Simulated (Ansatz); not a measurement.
**NdC (antiNiAs structure)**

Method: PBEsol, scalar-relativistic; collinear spin; PAW, 420 eV, 10×10×6 k-mesh, Gaussian smearing of 0.05 eV; code Ansatz; PAW files: Ansatz's generated set soft_2.

```cif
data_structure
_symmetry_space_group_name_H-M 'P 1'
_symmetry_Int_Tables_number 1
_cell_length_a 3.4453
_cell_length_b 3.4453
_cell_length_c 6.1090
_cell_angle_alpha 90.000
_cell_angle_beta 90.000
_cell_angle_gamma 120.000
_cell_volume 62.80
loop_
_atom_site_label
_atom_site_type_symbol
_atom_site_fract_x
_atom_site_fract_y
_atom_site_fract_z
_atom_site_occupancy
Nd1 Nd 0.33333 0.66667 0.25000 1
Nd2 Nd 0.66667 0.33333 0.75000 1
C1 C 0.00000 0.00000 0.00000 1
C2 C 0.00000 0.00000 0.50000 1
```

The structure was built from a prototype; whether the compound forms in it isn't claimed.

Magnetic state: ferromagnetic, site spin moments Nd 2.64; C -0.21 μB.

Q: Which orbitals carry the states at the Fermi level, and how many states are there?

A: Within 0.1 eV of it: Nd 4f 85 %, C 2p 9 % (shares among the projected shells). The density of states at the Fermi level is about 14 states/eV per cell, averaged over 0.3 eV.

Density of states (tetrahedra, averaged over 0.4 eV; states/eV per cell of 4 atoms; energy in eV from the Fermi level; projections on Löwdin-orthogonalised atomic orbitals, summed over sites):

```tsv
E	total	Nd 4f up	Nd 4f down	C 2p	Nd 5d up	Nd 5d down
-3.65	0.0	0.0	0.0	0.0	0.0	0.0
-3.25	0.5	0.0	0.0	0.2	0.1	0.1
-2.85	2.0	0.1	0.0	0.9	0.4	0.3
-2.45	2.1	0.1	0.1	1.0	0.4	0.4
-2.05	3.0	0.2	0.1	1.4	0.6	0.5
-1.65	5.0	0.3	0.1	2.5	1.0	0.8
-1.25	6.2	1.0	0.2	3.0	0.9	0.8
-0.85	5.4	1.7	0.3	2.2	0.4	0.5
-0.45	6.3	4.1	0.3	1.3	0.1	0.3
-0.05	14.3	11.8	0.5	1.2	0.4	0.2
0.35	11.9	10.2	0.2	0.7	0.5	0.1
0.75	6.0	3.6	0.2	0.8	0.9	0.3
1.15	4.4	0.8	1.7	0.6	0.4	0.6
1.55	4.4	0.2	3.3	0.4	0.2	0.2
1.95	18.8	0.1	17.4	0.4	0.2	0.7
2.35	8.5	0.2	6.7	0.7	0.4	0.4
2.75	3.5	0.1	2.2	0.6	0.4	0.2
3.15	2.2	0.0	0.7	0.6	0.5	0.3
3.55	2.0	0.0	0.3	0.4	0.7	0.4
3.95	1.7	0.0	0.2	0.3	0.5	0.6
4.35	1.2	0.0	0.1	0.2	0.3	0.5
```

Without a U the open 4f shell is pinned at the Fermi level, an artefact: in the real crystal it splits into occupied and empty levels away from it, and its large orbital moment is missing here. Spin–orbit coupling, which matters for such heavy elements, is left out. The run wasn't fully tested for a lower electronic state. The program found that the saved state from which it went on wasn't the lowest. Site moments are of spin, integrated over atomic spheres. Only parallel moments were tried, so the real magnetic order may be another.

The open shells may stand above their lowest state, and forces and pressures are less sure for it.
